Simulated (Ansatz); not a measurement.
Relaxed candidate structures of Be:

A. Fm-3m (No. 225), cF4, fcc (Cu type); a = b = c = 3.148 Å, α = β = γ = 90.00°; Be 4a (0.000, 0.000, 0.000)

B. P6₃/mmc (No. 194), hP2, hcp (Mg type); a = 2.2572 Å, b = 2.2572 Å, c = 3.5529 Å, α = 90.00°, β = 90.00°, γ = 120.00°; Be 2d (0.667, 0.333, 0.250)

**Question.** Put the candidates in order of energy per atom, lowest first, for PBEsol (plane waves to 420 eV, PAW, scalar-relativistic; Ansatz, a program for electronic structure).

**Answer.** B (reference, the lowest of the structures calculated here), A (+0.08 eV/atom)

Each run could gain symmetry but not lose that of its start, so entries can be saddle points. From databases, or of a type measured for this composition: P6₃/mmc, hP2, hcp (Mg type); the others are generated cells (placed on structure types, drawn at random, substituted or restacked) that were not matched to a known phase here. Energies are at zero temperature and pressure, without zero-point motion. No spin polarisation in the result.
